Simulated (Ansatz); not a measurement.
Relaxed Gd (hcp, Mg type):

```xyz
2
Lattice="3.6392 0.0000 0.0000 -1.8196 3.1517 0.0000 0.0000 0.0000 5.9092" Properties=species:S:1:pos:R:3 pbc="T T T"
Gd     0.0000     2.1011     4.4319
Gd     1.8196     1.0506     1.4773
```

In each cell atom 2 (Gd, nearest neighbour Gd at 3.626 Å; its periodic images, 3.6 Å or more away, move with it) moves by s·(1.000, 0.000, 0.000) (along Cartesian x), the rest being held.

Level of theory: r2SCAN (plane waves to 500 eV, PAW, scalar-relativistic; Ansatz, a program for electronic structure). k mesh 12×12×7 (Γ-centred), Fermi-Dirac smearing 0.05 eV. E stands for the smeared free energy. With partly filled bands, energies and forces of such displacements shift with the k mesh and the smearing. Gd was relaxed with its symmetry unable to fall. Relaxed Gd ends ferromagnetic. The magnetic order is the one the run started from; other orders were not tried. The f-shell state is unchecked: a lower one may exist. ΔE is measured from the undisplaced structure. The last digit holds for this mesh only.

```
s (Å)   ΔE (meV/cell)
------  -------------
-1.090          399.4
-0.872          314.6
-0.654          203.4
-0.436       withheld
-0.218           26.9
0.000             0.0
0.218            26.9
0.436        withheld
0.654           203.4
0.872           314.6
1.090           399.4
```

Question: Fit an even polynomial form (powers 2, 4, 6) to the given rows and predict ΔE at s = -0.436.

Answer: Least squares on the 9 given rows: ΔE = (559.8)·s² + (-199.7)·s⁴ + (9.675)·s⁶, in meV/cell with s in Å; root-mean-square residual 0.38 meV/cell. At -0.436 the fit gives 99.3 meV/cell; the calculation gives 100.7 meV/cell, so the interpolation is off by -1.4 (-1.4 %). The quadratic term alone would give 106.4 meV/cell.

(A displaced cell: forces are minus the slopes of the energy, force constants its curvatures, and phonons follow from these.)
